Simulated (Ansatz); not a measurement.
A geometry of Ga$_{2}$O$_{3}$ away from equilibrium: the start of the relaxation of a generated cell, Ga2O3 built in the corundum structure type. All values below come from r2SCAN (plane waves to 500 eV, PAW, scalar-relativistic; Ansatz, an electronic-structure program). Γ-centred k-mesh 6×6×6 on the run's cell (coarser than for final values), Fermi–Dirac smearing 0.05 eV.

```xyz
10
Lattice="2.4274 1.4015 4.4172 -2.4274 1.4015 4.4172 0.0000 -2.8029 4.4172" Properties=species:S:1:pos:R:3:forces:R:3 pbc="T T T" free_energy=-18577.299 pressure_GPa=18.6
Ga     0.0000     0.0000     4.6667    0.0000    0.0000    0.5249
Ga     0.0000     0.0000     1.9591    0.0000    0.0000   -0.5249
Ga     0.0000     0.0000     8.5849    0.0000    0.0000   -0.5249
Ga     0.0000     0.0000    11.2925    0.0000    0.0000    0.5249
O     -0.9413     1.4015     7.7301   -0.0241    0.0000    0.0000
O     -0.7430    -1.5160     7.7301    0.0121   -0.0209    0.0000
O      1.6844     0.1145     7.7301    0.0121    0.0209    0.0000
O      0.9413    -1.4015     5.5215    0.0241    0.0000    0.0000
O      0.7430     1.5160     5.5215   -0.0121    0.0209    0.0000
O     -1.6844    -0.1145     5.5215   -0.0121   -0.0209    0.0000
```

Positions in Å, forces in eV/Å, free energy of the cell in eV (comparable only within this code, potentials and settings). Largest force: 0.52 eV/Å, on Ga1, Ga2, Ga3, Ga4 (atoms numbered as listed); the geometry lies 0.04 eV/atom above the end of its relaxation.

No spin polarisation in the result.

The run could not lose the symmetry of its start.
